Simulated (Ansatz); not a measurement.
Energy landscape of TiS

6 relaxations of TiS ended in 4 distinct structures. The numbers are results of PBEsol (plane waves to 420 eV, PAW, scalar-relativistic; Ansatz, a program for electronic structure), not measurements.

| # | space group | Pearson | type | E − E(lowest) (eV/atom) | V (Å³/atom) | coordination | runs ending here |
|---|---|---|---|---|---|---|---|
| 1 | P-6m2 | hP2 | – | 0.00 | 14.31 | – | 1 |
| 2 | R-3m | hR6 | – | 0.15 | 14.63 | – | 1 |
| 3 | Pm-3m | cP2 | CsCl type | 0.38 | 13.64 | Ti 8 (cubic), S 8 (cubic) | 3 |
| 4 | P6₃mc | hP4 | wurtzite type | 0.57 | 18.18 | Ti 4, S 4 | 1 |

Coordination numbers (neighbours up to the widest gap in distance over summed covalent radii, below 1.35; n+m marks a second, longer set; metal–metal contacts left out). All are gapless at this level. P-6m2, hP2 is the lowest among the structures calculated here.

```cif
data_STi
_chemical_formula_sum 'Ti1 S1'
_space_group_name_H-M_alt 'P-6m2'
_space_group_IT_number 187
_space_group_name_Hall 'P -6 2'
_cell_length_a 3.22091
_cell_length_b 3.22091
_cell_length_c 3.18486
_cell_angle_alpha 90.000
_cell_angle_beta 90.000
_cell_angle_gamma 120.000
loop_
_atom_site_label
_atom_site_type_symbol
_atom_site_symmetry_multiplicity
_atom_site_Wyckoff_symbol
_atom_site_fract_x
_atom_site_fract_y
_atom_site_fract_z
_atom_site_occupancy
Ti1 Ti 1 e 0.66667 0.33333 0.00000 1
S1 S 1 b 0.00000 0.00000 0.50000 1
```

Each run could gain symmetry but not lose that of its start, so entries can be saddle points. From databases, or of a type measured for this composition: P-6m2, hP2; R-3m, hR6; the others are generated cells (placed on structure types, drawn at random, substituted or restacked) that were not matched to a known phase here. The real structure of this composition may not be among these. Static energies at zero pressure. No spin polarisation in the result.
